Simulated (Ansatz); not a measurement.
LuBi:
```
LuBi
1.0
    0.00000     3.10048     3.10048
    3.10048     0.00000     3.10048
    3.10048     3.10048     0.00000
Lu Bi
1 1
Direct
  0.50000   0.50000   0.50000
  0.00000   0.00000   0.00000
```

Relaxed with r²SCAN. Special points in fractions of this cell's reciprocal vectors: Γ (0.000, 0.000, 0.000); X (0.500, 0.000, 0.500); U (0.625, 0.250, 0.625); K (0.375, 0.375, 0.750); L (0.500, 0.500, 0.500); W (0.500, 0.250, 0.750).

Question: List the band energies nearest the Fermi level at these points for plane-wave PAW r²SCAN (Ansatz code).

Answer: In eV from the Fermi level; about four levels below and three above (degenerate sets whole), none deeper than 8.9 eV; points with the same levels are listed once.

```csv
k,below,above
Γ,-5.98 -5.96 -5.96 -5.96,0.61 0.61 0.61
X,-3.78 -1.29 -1.29 -0.36,1.64 2.77 3.75 3.75
U,-5.97 -5.96 -3.48 -3.46 -1.79,0.90 3.17 3.28
L,-5.95 -5.24 -2.15 -2.15,2.89 2.97 2.97
W,-5.96 -3.11 -3.11 -3.01,2.32 2.43 2.43
```

Space group Fm-3m (rock salt). The first step of the workflow began from a Materials Project structure, measured or hypothetical; the Crystallography Open Database copy checked does not list it. With Lu and Bi taken as one species the cell has the higher symmetry Pm-3m, so it may be an ordered model of a mixed-site phase. Whether it is the stable phase at ambient conditions was not checked. Symmetry was held in the r²SCAN relaxation; of distortions, only those at the zone centre were tested. Scalar-relativistic: spin–orbit coupling is off unless named, which matters more the heavier the elements.

Potentials: the later of the program's two PAW sets.
